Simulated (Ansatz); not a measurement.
Put YZnC₄N₄ in P4/mmm (No. 123): Y on 1a; Zn on 1c; C on 4j; N on 4j. The cell of YZnC₄N₄ is invented: stacked square cyanide-bridged sheets.

Computed with DFT PBE, scalar-relativistic, plane waves, PAW in Ansatz 0.2.0. Cutoff 420 eV, Γ-centred mesh, Gaussian smearing, no spin polarisation.

Energies over the elements count from the elements' standard structures at the same level (N₂ as a molecule), with no fitted energy shifts.

Task: Predict the relaxed structure.

Result:

Space group P4/mmm (No. 123). a = 8.055 Å, b = 8.055 Å, c = 3.885 Å, α = 90.00°, β = 90.00°, γ = 90.00°
```
atom  site  symmetry       x       y       z
   Y    1a     4/mmm  0.0000  0.0000  0.0000
  Zn    1c     4/mmm  0.5000  0.5000  0.0000
   C    4j      m.2m  0.2195  0.7805  0.0000
   N    4j      m.2m  0.3220  0.6780  0.0000
```

Y has 4 C at 2.50 Å; Zn has 4 N at 2.03 Å; around C lie 1 N at 1.17 Å and 1 Y at 2.50 Å; N is surrounded by 1 C at 1.17 Å and 1 Zn at 2.03 Å. Another local minimum with the same sites may exist.

Task: Where does its energy lie, and is it a metal?

Result: The energy over the elements is +0.29 eV/atom and the gap on the 6×6×10 mesh of the 10-atom cell is 0 eV (a metal). The separate elements lie lower, so it is unstable against them.

The last run used Gaussian smearing of 0.10 eV. The reference form of C is held partly by dispersion forces, which this level lacks. A structure relaxed within its symmetry needn't be a true minimum.
